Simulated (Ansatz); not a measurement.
MoRu:
Space group P-6m2 (No. 187); a = 2.723 Å, b = 2.723 Å, c = 4.374 Å, α = 90.00°, β = 90.00°, γ = 120.00°

```tsv
atom	site	symmetry	x	y	z
Mo	1e	-6m2	0.6667	0.3333	0.0000
Ru	1d	-6m2	0.3333	0.6667	0.5000
```

Relaxed at zero pressure with LDA in the plane-wave PAW code Ansatz.

Task: The volume is raised by 3 % and shape and atoms relax at that volume. What pressure results, and how do the axes share the change?

Result: -8.8 GPa; a 1.0 %, b 1.0 %, c 0.9 %; the energy rises by 12 meV/atom.

Task: Give the new structure.

Result: 
Space group P-6m2 (No. 187); a = b = 2.751 Å, c = 4.414 Å, α = β = 90.00°, γ = 120.00°

```tsv
atom	site	symmetry	x	y	z
Mo	1e	-6m2	0.6667	0.3333	0.0000
Ru	1d	-6m2	0.3333	0.6667	0.5000
```

The phase is kept; no other phase was compared at this pressure.

The first step of the workflow began from a Materials Project structure, measured or hypothetical; the Crystallography Open Database copy checked does not list it. With Mo and Ru taken as one species the cell has the higher symmetry P6_3/mmc, so it may be an ordered model of a mixed-site phase. Whether it is the stable phase at ambient conditions was not checked. The cell was relaxed with LDA under the symmetry of its start; of distortions, only those at the zone centre were tested. No spin polarisation was allowed. Axis ratios of metals converge slowly with the k-mesh, so a and c are less sure than the volume.

Potentials: the later of the program's two PAW sets.
